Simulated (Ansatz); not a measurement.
A geometry of SiS2 away from equilibrium: step 2 of the relaxation of a generated cell, SiS2 built in the rutile structure type. Method: r2SCAN (plane waves to 500 eV, PAW, scalar-relativistic; Ansatz, a quantum-chemistry and plane-wave program). Γ-centred k-mesh 5×5×7 on the run's cell (coarser than for final values), Fermi–Dirac smearing 0.05 eV. The plane waves were selected for a different cell earlier on the path.

```
SiS2
1.0
    5.41882     0.00000     0.00000
    0.00000     5.41882     0.00000
    0.00000     0.00000     3.40764
Si S
2 4
Cartesian
  0.00000   0.00000   0.00000
  2.70941   2.70941   1.70382
  1.65449   1.65449   0.00000
  4.36391   1.05492   1.70382
  1.05492   4.36391   1.70382
  3.76433   3.76433   0.00000
```

Problem. Give the Cartesian forces on all atoms (eV/Å).

Solution. 
| atom | Fx | Fy | Fz |
|---|---|---|---|
| Si1 | 0.00 | 0.00 | 0.00 |
| Si2 | 0.00 | 0.00 | 0.00 |
| S3 | 0.34 | 0.34 | 0.00 |
| S4 | 0.34 | -0.34 | 0.00 |
| S5 | -0.34 | 0.34 | 0.00 |
| S6 | -0.34 | -0.34 | 0.00 |

The path ends in P4₂/mnm (No. 136) (rutile type). No spin polarisation in the result.

The run could not lower the symmetry of its start; a shaken copy of this end point relaxes with r2SCAN to Pmn2₁ (No. 31), 149 meV/atom lower.

The end of the path is a generated cell of SiS2: the first start was made by placing the elements on the sites of a structure type, and the end was not matched to a known phase here, so it may be hypothetical.
